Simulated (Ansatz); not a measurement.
An ordered 6-atom cell of AlGa2P3 on the zincblende lattice (P3m1), relaxed with r2SCAN. Space group P3m1 (No. 156), trigonal; a = 3.861 Å, c = 9.459 Å in the conventional setting, 20.36 Å³ an atom. Around Al lie 4 P at 2.36–2.37 Å; around Ga lie 4 P at 2.36–2.37 Å; around P lie 3 Al at 2.36 Å and 1 Ga at 2.37 Å; around P lie 4 Ga at 2.36 Å; around P lie 3 Ga at 2.37 Å and 1 Al at 2.37 Å.

The questions ask for values computed with the plane-wave code Ansatz on this geometry. Simulation only: non-magnetic, and no claim that this is the phase found in nature.

Given (12×12×4 mesh): The PBE gap is indirect, 1.60 eV (Γ to M), below the direct gap of 1.92 eV at Γ.

Q: Estimate the gap with PBE+SOC on 12×12×4.

A: The PBE+SOC gap is indirect, 1.57 eV (Γ to M), below the direct gap of 1.90 eV at Γ. The gap differs by -0.03 eV from PBE's.

Q: How does the gap change from PBE to r2SCAN (12×12×4)?

A: r2SCAN gives an indirect gap of 1.88 eV, from Γ to M; the least direct gap is 2.40 eV at Γ. The gap differs by +0.28 eV from PBE's.

Q: Estimate the gap with PBE0 on 6×6×2.

A: The PBE0 gap is indirect, 2.91 eV (Γ to M), below the direct gap of 3.50 eV at Γ. The gap differs by +1.31 eV from PBE's.

Only the levels marked +SOC include spin-orbit coupling.

The meshes of the hybrids are coarse, so their gaps aren't converged to the digits shown.
